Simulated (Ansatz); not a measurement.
Input and command of a plane-wave DFT calculation in Ansatz:

```yaml
crystal:
  lattice:
    - [3.6009106631, 0.0, 0.0]
    - [-1.8004553315, 3.118480111, 0.0]
    - [0.0, 0.0, 3.8880264634]
  atoms:
    - { symbol: Zn, position: [0.3333333333, 0.6666666667, 0.5] }
    - { symbol: Zn, position: [0.6666666667, 0.3333333333, 0.5] }
    - { symbol: Au, position: [0.0, 0.0, 0.0] }
basis:
  ecutwfc: 420
kpoints:
  mp_grid: { grid: [6, 6, 4] }
hamiltonian:
  xc: pbe
scf:
  occupations: { method: gaussian, width: 0.1 }
  lower_state_search: "off"
output:
  forces: true
  stress: true
  eigenvalues: true
relax:
  adjacent_minimum: "off"
  f_tol: 0.04
  max_steps: 70
  cell: { stress_tol: 0.4 }
```

```bash
ansatz run input.yaml --threads 1 --pin off --max-ram 2560MiB --backend cpu --events-out ev --progress --plain --runs-dir out
```

Processor: AMD EPYC 9B45 (Zen 5), 1 thread, on a host shared with other jobs.

Task: Estimate time, memory and problem size.

Result: About 12 s on 1 thread of AMD EPYC 9B45 (Zen 5) (shared host), peak memory 0.38 GiB. It solves 26 bands at 21 k points (the mesh reduced by the symmetry that the task leaves, which can be less than the crystal's) with about 939 plane waves (on the last cell), in 127 SCF iterations over 19 ionic steps.
